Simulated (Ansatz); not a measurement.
CdSe (wurtzite, P6_3mc), LDA (plane waves, PAW; program Ansatz). The conduction-band minimum lies at Γ, with 1 equivalent valley. Second derivatives d²E/dk² of the lowest band at one valley (eV·Å²), along Cartesian directions:

```json
[
 {"direction": "[100]", "d²E/dk²": "163.3"},
 {"direction": "[010]", "d²E/dk²": "163.3"},
 {"direction": "[001]", "d²E/dk²": "163.7"},
 {"direction": "[110]", "d²E/dk²": "163.3"},
 {"direction": "[101]", "d²E/dk²": "163.6"},
 {"direction": "[011]", "d²E/dk²": "163.6"}
]
```

Find the principal effective masses, the density-of-states mass and the conductivity mass.

Off-diagonal terms follow from H_xy = H[110] − (H_xx + H_yy)/2, and m*/mₑ = 7.620 eV·Å² over each eigenvalue: 0.047, 0.047, 0.047. One valley's DOS mass (m₁m₂m₃)^(1/3) = 0.047, conductivity mass 3/(Σ 1/mᵢ) = 0.047 mₑ.

What effective density of states Nc follows at 300 K for parabolic valleys?

Nc = 2.509e19 × 1 × (0.047)^(3/2) ≈ 2.6e17 cm⁻³.

Symmetry was held in the LDA relaxation; phonons on a q-mesh show no instability. Scalar-relativistic: spin–orbit coupling is off unless named, which matters more the heavier the elements.

Potentials: the later of the program's two PAW sets.

Edges and masses are those of Kohn–Sham bands, whose gap is no quasiparticle gap.
